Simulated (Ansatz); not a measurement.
## Equation of state of Cs$_{2}$PdCl$_{4}$ and its gap

A database entry relaxed whole under r2SCAN (P4/mmm):

```xyz
7
Lattice="7.5069 0.0000 0.0000 0.0000 7.5069 0.0000 0.0000 0.0000 4.6777" Properties=species:S:1:pos:R:3 pbc="T T T"
Cs    0.0000    3.7535    2.3389
Cs    3.7535    0.0000    2.3389
Pd    0.0000    0.0000    0.0000
Cl    1.6439    1.6439    0.0000
Cl    5.8630    1.6439    0.0000
Cl    5.8630    5.8630    0.0000
Cl    1.6439    5.8630    0.0000
```

The cell was scaled uniformly, its shape held, and the atoms relaxed at each volume with plane-wave PAW DFT (Ansatz 0.2.0; r2SCAN, 500 eV, 4×4×6 Γ-centred mesh, fermi-dirac occupations of width 0.020 eV; no spin, no spin-orbit coupling). One row is withheld.

| volume (Å³/atom) | energy over the lowest (meV/atom) | pressure (GPa) | gap over mesh and path (eV) |
| --- | --- | --- | --- |
| 35.399 | 5.5 | 0.84 | 1.972 |
| 36.152 | ? | ? | ? |
| 36.905 | 0.6 | 0.24 | 1.991 |
| 37.658 | 0.0 | -0.01 | 1.999 |
| 38.411 | 0.5 | -0.22 | 2.007 |
| 39.164 | 2.0 | -0.40 | 2.014 |
| 39.918 | 4.3 | -0.57 | 2.021 |

Fit the pressures of the other rows to the third-order Birch-Murnaghan form.

With f = [(V₀/V)^(2/3) − 1]/2 and P = 3B₀f(1 + 2f)^(5/2)[1 + 3(B₀′ − 4)f/2], least squares gives V₀ = 37.64 Å³ an atom, B₀ = 11.5 GPa and B₀′ = 5.7; the rows miss the fit by less than 0.01 GPa. The slope of the energies differs from these pressures by less than 0.05 GPa.

How does the gap move with volume?

A parabola in ln(V/V₀) through the other rows has the slope dE_g/d ln V = +0.4 eV at V₀, so by B₀ the gap moves by -35 meV a GPa at this fixed shape: it narrows under pressure.

What does the withheld row hold?

The fit gives 0.52 GPa at 36.152 Å³; the run gave 0.52 GPa and 2.3 meV an atom. Its gap is 1.982 eV, against 1.982 eV from the parabola.

Caveats: the shape of the cell was held, so B₀ is an upper bound where the axes differ in stiffness; 0 K, fixed nuclei; the symmetry was kept, and this need not be the phase that is stable at 0 K; one mesh for all volumes; r2SCAN gaps lie as a rule under measured ones; the slope of the gap can be off by tens of per cent, more where shallow d levels or spin-orbit coupling act on the edges; pressure is positive in compression.
